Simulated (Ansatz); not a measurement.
BiClO:
```xyz
6
Lattice="3.8941 0.0000 0.0000 0.0000 3.8941 0.0000 0.0000 0.0000 7.5785" Properties=species:S:1:pos:R:3 pbc="T T T"
Bi     0.0000     1.9470     6.3226
Bi     1.9470     0.0000     1.2560
Cl     1.9470     0.0000     4.9659
Cl     0.0000     1.9470     2.6126
O      0.0000     0.0000     0.0000
O      1.9470     1.9470     0.0000
```

Relaxed with r²SCAN. Special points in fractions of this cell's reciprocal vectors: Γ (0.000, 0.000, 0.000); X (0.000, 0.500, 0.000); M (0.500, 0.500, 0.000); Z (0.000, 0.000, 0.500); R (0.000, 0.500, 0.500); A (0.500, 0.500, 0.500).

Task: List the band energies nearest the valence-band maximum at these points for r²SCAN in the plane-wave PAW code Ansatz.

Result: In eV from the valence-band maximum; about four levels below and three above (degenerate sets whole), none deeper than 8.9 eV; points with the same levels are listed once.

```csv
k,below,above
Γ,-1.16 -1.16 -0.87 -0.84,3.39 4.04 5.82 5.82
X,-0.99 -0.99 -0.09 -0.09,5.07 5.07 5.73 5.73
M,-0.84 -0.84 -0.79 -0.79,4.53 4.53 6.28 6.28
Z,-0.90 -0.90 -0.52 -0.44,2.99 3.42 5.80 5.80
R,-0.82 -0.82 -0.08 -0.08,4.90 4.90 5.79 5.79
A,-1.34 -1.34 -0.79 -0.79,4.89 4.89 6.45 6.45
```

Space group P4/nmm. The workflow started from a Materials Project entry (that database holds measured and hypothetical structures alike); the Crystallography Open Database files this formula in space group No. 129, but the cells were not matched. Its standing as an ambient phase is unchecked. The r²SCAN relaxation kept the symmetry of its start; whether a distortion lowers the energy is not shown. A crystal of weakly bound layers computed without a dispersion correction: the cell and the soft elastic constants depend strongly on that. Scalar-relativistic: spin–orbit coupling is off unless named, which matters more the heavier the elements.

Potentials: the later of the program's two PAW sets.
